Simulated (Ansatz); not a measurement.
# One compound in many structure types

Relaxing one composition in several structure types shows which are competitive, which pressure would favour, and how volume and gap change with structure.

The reference row is ZrSi, rock salt. The reference is the lowest phase computed, which need not be the stable form in nature.

Levels of theory (Ansatz, a plane-wave PAW program): energy: PBE, total energy at 0 K with the change to a 700 eV cutoff added (comparable within one formula alone); volume per atom: PBE, relaxed cell; gap: PBE; bulk modulus: PBE, equation-of-state fit.

Working rules: ΔE = E − E_ref; ΔV = V − V_ref; temperature scale ΔE/k_B = 11.605 K/meV × ΔE.

```tsv
crystal	E (eV/atom)	V (Å³/atom)	gap (eV)	B₀ (GPa)	ΔE (meV/atom)	ΔV (Å³/atom)	ΔE/k_B (K)
ZrSi, WC type, P-6m2	−2410.222	18.75	0.00	102	305.0	−0.90	3500
ZrSi, NiAs type	−2410.326	20.68	0.00	103	201.0	1.03	2300
ZrSi, rock salt, reference	−2410.527	19.65	0.00	113	0.0	0.00	0
ZrSi, CsCl type	−2410.175	18.22	0.00	118	352.0	−1.43	4100
ZrSi, CoSn type, P6/mmm	−2409.949	22.78	0.00	93.1	578.0	3.13	6700
ZrSi, NbAs type, I4₁md	−2410.181	20.36	0.00	106	346.0	0.71	4000
```

Model phases, started by placing the elements on a structure type or from a typed cell, with no claim that they are known: ZrSi, WC type, P-6m2; ZrSi, NiAs type; ZrSi, rock salt; ZrSi, CsCl type; ZrSi, CoSn type, P6/mmm; ZrSi, NbAs type, I4₁md. Dynamically unstable, with imaginary phonons beyond 50i cm⁻¹ at the level named: ZrSi, CsCl type (PBE). No gap (0.00) means none at this level, which can close a small real gap. Spin–orbit coupling is left out unless named.

For ZrSi, CoSn type, P6/mmm, step by step:

- ΔE = 1000 × (−2409.949 − (−2410.527)) = 578.0 meV/atom
- ΔV = 22.78 − 19.65 = 3.13 Å³/atom
- ΔE/k_B: 11.605 × 578.0 = 6700 K

Ranking by ΔE, lowest first: ZrSi, rock salt (0.0 ± 5.0), ZrSi, NiAs type (201.0 ± 5.0), ZrSi, WC type, P-6m2 (305.0 ± 5.0), ZrSi, NbAs type, I4₁md (346.0 ± 5.0) ≈ ZrSi, CsCl type (352.0 ± 5.0), ZrSi, CoSn type, P6/mmm (578.0 ± 5.0). The ± follows from allowances picked for this note (energy 0.004 eV/atom, 3 meV/atom on the figure itself), carried to first order and added in quadrature, each row's own inputs moving alone; ≈ joins neighbours closer than their two ± added in quadrature.

Denser than the reference, so favoured by pressure; with fixed volumes the enthalpies cross at P ≈ 0.1602 ΔE/|ΔV|: ZrSi, CsCl type 0.1602 × 352.0/1.43 = 39 GPa, ZrSi, WC type, P-6m2 0.1602 × 305.0/0.90 = 54 GPa. Each is against the reference alone, so another phase may come first, and differences in compressibility move them.

Vibrational free energy is left out, and phases that were not computed could lie lower. Rows are a sample of the computed phases of this formula. Limits of the draw: a spread of over 30 meV/atom, none over 0.9 eV/atom above the reference, within 8 meV/atom of the lowest or within 3 meV/atom of a neighbour. As a rule kept out of such tables: 4f compounds, open-shell compounds run without a Hubbard term, cells close to a higher symmetry, and runs set to a pressure or over 12 % in volume from the crystal's fullest run.
